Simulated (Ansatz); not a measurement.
ZnSe₃: computed properties

Level of theory: DFT PBE, scalar-relativistic, plane waves, PAW in Ansatz 0.2.0.

Plane waves to 420 eV, a k mesh through Γ of 12×12×12 on the computed 4-atom cell and Gaussian smearing (0.10 eV); no spin polarisation.

The structure is relaxed at this level of theory with its symmetry kept, and needn't be the ground state of this composition.

Space group Pm-3m (No. 221), cubic, a = 4.327 Å. Zn is surrounded by 12 Se at 3.06 Å; Se has 4 Zn at 3.06 Å and 8 Se at 3.06 Å.

* Volume per atom: 20.25 Å³
* Formation energy from the elements' standard states (uncorrected): +0.489 eV/atom
* Kohn–Sham band gap: none (metal)
* Density of states at the Fermi level: 2.9 states/eV per cell
* Orbital (Löwdin) character within 0.5 eV of the Fermi level: Se 4p 84 %, Zn 4s 9 %, unprojected 6 %
* Bader charge by site (e): Zn (1 in the cell) 0.63, Se (3 in the cell) -0.21

Spin polarisation was left out, and a magnetic state may lie lower.

Another cell of ZnSe3 relaxed alike, in P6_3/mmc, lies 0.43 eV/atom lower, so this cell isn't the stable form at this level.

The cell was found from a structure generator's guess, not taken from experiment. Löwdin shares on free-atom orbitals overweight diffuse shells.
